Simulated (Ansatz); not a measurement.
BaSi:
```xyz
4
Lattice="2.4697 -5.9700 0.0000 2.4697 5.9700 0.0000 0.0000 0.0000 4.0747" Properties=species:S:1:pos:R:3 pbc="T T T"
Ba     2.4697    -4.2816     3.0560
Ba     2.4697     4.2816     1.0187
Si     2.4697    -0.6912     3.0560
Si     2.4697     0.6912     1.0187
```

Relaxed with PBEsol.

**Question.** Give the Bader charges and basin volumes of the independent atoms, the program Ansatz at the PBEsol level (PAW).

**Answer.** 

| atom | Bader charge (e) | Bader volume (Å³) |
|---|---|---|
| Ba1 | +0.98 | 30.6 |
| Si3 | -0.98 | 29.5 |

Space group Cmcm. The workflow started from an entry of the Crystallography Open Database (COD). Whether it is the stable phase at ambient conditions was not checked. Symmetry was held in the PBEsol relaxation; its stability against distortions is not shown here. Spin–orbit coupling is left out wherever it is not named.

Potentials: the later of the program's two PAW sets.
